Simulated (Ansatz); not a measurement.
Cl on a (101) slab of HfO2 (P4_2/nmc (No. 137)), 10 planes, outer planes O (top) and O (bottom), 1 a cell of 45.4 Å², relaxed (it stands last):

```yaml
crystal:
  lattice:
    - [7.17473, 0.00000, 0.00000]
    - [0.00000, 6.32742, 0.00000]
    - [0.00000, 0.00000, 22.74329]
  atoms:
    - { symbol: O, position: [0.25000, 0.52675, 0.35175] }
    - { symbol: O, position: [0.75000, 0.52675, 0.35175] }
    - { symbol: O, position: [0.00000, 0.95541, 0.36541] }
    - { symbol: O, position: [0.50000, 0.95541, 0.36541] }
    - { symbol: Hf, position: [0.25000, 0.82144, 0.39106] }
    - { symbol: Hf, position: [0.75000, 0.82144, 0.39106] }
    - { symbol: Hf, position: [0.00000, 0.32144, 0.39106] }
    - { symbol: Hf, position: [0.50000, 0.32144, 0.39106] }
    - { symbol: O, position: [0.25000, 0.18747, 0.41672] }
    - { symbol: O, position: [0.75000, 0.18747, 0.41672] }
    - { symbol: O, position: [0.00000, 0.61613, 0.43038] }
    - { symbol: O, position: [0.50000, 0.61613, 0.43038] }
    - { symbol: O, position: [0.24720, 0.84672, 0.48068] }
    - { symbol: O, position: [0.75280, 0.84672, 0.48068] }
    - { symbol: O, position: [0.00000, 0.26941, 0.48559] }
    - { symbol: O, position: [0.50000, 0.27833, 0.48858] }
    - { symbol: Hf, position: [0.24495, 0.14587, 0.51777] }
    - { symbol: Hf, position: [0.75505, 0.14587, 0.51777] }
    - { symbol: Hf, position: [0.00000, 0.66707, 0.51908] }
    - { symbol: Hf, position: [0.50000, 0.62461, 0.51870] }
    - { symbol: O, position: [0.24181, 0.49853, 0.54439] }
    - { symbol: O, position: [0.75819, 0.49853, 0.54439] }
    - { symbol: O, position: [0.00000, 0.96652, 0.55818] }
    - { symbol: O, position: [0.50000, 0.93506, 0.55293] }
    - { symbol: Cl, position: [0.50000, 0.19621, 0.62309] }
```

Computed with Ansatz 0.2.0, DFT PBE+D3(BJ), scalar-relativistic, plane waves, PAW. Settings: cutoff 420 eV, Γ-centred mesh 2×3×1 on the computed 25-atom cell, Gaussian smearing of 0.05 eV; collinear spin. The cell repeats along c with a dipole correction in the vacuum.

It binds with 1.27 eV an atom against the clean slab and the free atom (no zero-point or thermal terms); its shortest contact is Cl–O 2.30 Å. Take first-order desorption with no barrier to adsorption, no reaction on the face and an assumed prefactor of 10^13 s⁻¹.

Q: How long does an atom stay at 400 K?

A: τ = ν⁻¹·exp(E/k_BT) with k_BT = 0.0345 eV: E/k_BT = 36.8, so τ ≈ 1×10^3 s. It outlasts a purge of seconds.

Q: Where does its peak lie in a desorption experiment heated at 1 K/s?

A: The peak obeys E/(k_B·T_p²) = (ν/β)·exp(−E/k_BT_p). Solving gives T_p ≈ 453 K (E/k_BT_p = 32.6). An error of 0.1 eV in E moves it by about 36 K, and larger molecules have larger prefactors, which lowers it.

Q: Is this physisorption or chemisorption?

A: The tightest contact, Cl–Hf 3.03 Å, is 1.09 times the sum of covalent radii. This is a chemical bond. Leaving as a molecule, with a second adsorbate or an atom of the face, can cost less than leaving alone, which these figures don't count.

The reference crystal is a form of HfO2, which isn't its usual structure.